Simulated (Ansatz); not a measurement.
## Hf (hcp)

Method: PBE with spin–orbit coupling; two-component spinors; PAW, 420 eV, Γ-centred 16×16×8 mesh, 0.05 eV Gaussian smearing; code Ansatz; PAW files: Ansatz's generated set soft_2.

```cif
data_structure
_symmetry_space_group_name_H-M 'P 1'
_symmetry_Int_Tables_number 1
_cell_length_a 3.2007
_cell_length_b 3.2007
_cell_length_c 5.0689
_cell_angle_alpha 90.000
_cell_angle_beta 90.000
_cell_angle_gamma 120.000
_cell_volume 44.97
loop_
_atom_site_label
_atom_site_type_symbol
_atom_site_fract_x
_atom_site_fract_y
_atom_site_fract_z
_atom_site_occupancy
Hf1 Hf 0.33333 0.66667 0.75000 1
Hf2 Hf 0.66667 0.33333 0.25000 1
```

Problem. Which orbitals carry the states at the Fermi level, and how many states are there?

Solution. Within 0.1 eV of it: Hf 5d 94 % (shares among the projected shells). The density of states at the Fermi level is about 1.5 states/eV per cell, averaged over 0.3 eV.

Density of states (tetrahedra, averaged over 0.3 eV; states/eV per cell of 2 atoms; energy in eV from the Fermi level; projections on Löwdin-orthogonalised atomic orbitals, summed over sites):

```csv
E,total,Hf 5d,Hf 6s,Hf 5p,Hf 5s
-5.80,0.25,0.01,0.22,0.00,0.01
-5.50,0.29,0.03,0.25,0.01,0.01
-5.20,0.34,0.04,0.28,0.01,0.01
-4.90,0.40,0.07,0.31,0.01,0.01
-4.60,0.47,0.11,0.34,0.01,0.01
-4.30,0.57,0.17,0.37,0.01,0.01
-4.00,0.72,0.29,0.41,0.01,0.01
-3.70,1.13,0.63,0.46,0.01,0.01
-3.40,1.47,0.98,0.45,0.02,0.02
-3.10,1.35,0.96,0.35,0.02,0.01
-2.80,1.45,1.12,0.29,0.02,0.01
-2.50,1.67,1.40,0.23,0.02,0.01
-2.20,1.84,1.64,0.15,0.02,0.00
-1.90,1.60,1.48,0.07,0.02,0.00
-1.60,1.70,1.58,0.07,0.02,0.00
-1.30,2.26,2.08,0.09,0.03,0.00
-1.00,3.12,2.78,0.16,0.04,0.00
-0.70,3.03,2.73,0.13,0.03,0.00
-0.40,1.27,1.14,0.05,0.01,0.00
-0.10,1.32,1.16,0.06,0.01,0.00
0.20,2.60,2.30,0.11,0.02,0.00
0.50,3.57,3.16,0.18,0.02,0.00
0.80,3.58,3.06,0.21,0.02,0.01
1.10,2.55,2.10,0.16,0.01,0.01
1.40,2.62,2.42,0.09,0.01,0.00
1.70,3.04,2.85,0.07,0.01,0.00
2.00,1.75,1.65,0.03,0.00,0.00
2.30,1.26,1.20,0.02,0.00,0.00
2.60,1.14,1.09,0.01,0.00,0.00
2.90,1.31,1.25,0.02,0.00,0.00
3.20,1.27,1.21,0.02,0.00,0.00
3.50,1.26,1.20,0.02,0.00,0.00
3.80,1.28,1.21,0.03,0.00,0.00
4.10,1.35,1.26,0.05,0.00,0.00
4.40,1.54,1.42,0.07,0.00,0.00
4.70,1.90,1.69,0.12,0.00,0.00
5.00,2.48,2.21,0.14,0.00,0.01
```
